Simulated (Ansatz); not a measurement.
BP:
```cif
data_BP
_chemical_formula_sum 'P1 B1'
_space_group_name_H-M_alt 'P 1'
_space_group_IT_number 1
_cell_length_a 3.03249
_cell_length_b 3.03249
_cell_length_c 3.03249
_cell_angle_alpha 60.000
_cell_angle_beta 60.000
_cell_angle_gamma 60.000
loop_
_space_group_symop_operation_xyz
  'x, y, z'
loop_
_atom_site_label
_atom_site_type_symbol
_atom_site_fract_x
_atom_site_fract_y
_atom_site_fract_z
_atom_site_occupancy
P1 P 0.00000 0.00000 0.00000 1
B1 B 0.50000 0.50000 0.50000 1
```

This is the PBEsol-relaxed structure.

Question: All from PBEsol (plane waves, PAW; program Ansatz), unless another level is named. Predict the electronic character.

Answer: metallic (no gap).

Question: What about the formation energy from the elements (no fitted shifts)?

Answer: 0.54 eV/atom.

Question: Give the density of states at the Fermi level.

Answer: 0.35 states/eV per atom (mean over ±0.08 eV).

Space group Fm-3m (rock salt). The start of the workflow was typed in or built on a structure type; neither database checked (COD, Materials Project) lists it. It is not the phase usual at ambient conditions (space group No. 216). The PBEsol relaxation kept the symmetry of its start; its stability against distortions is not shown here. Its formation energy is positive at this level, so the cell may be metastable or incomplete. The references are the lowest solids computed at this level, not always the standard phases.

Potentials: the earlier of the program's two PAW sets. The files were generated under PBE; for other functionals the program regenerates the frozen cores, and for LDA and PBEsol the local potential too.
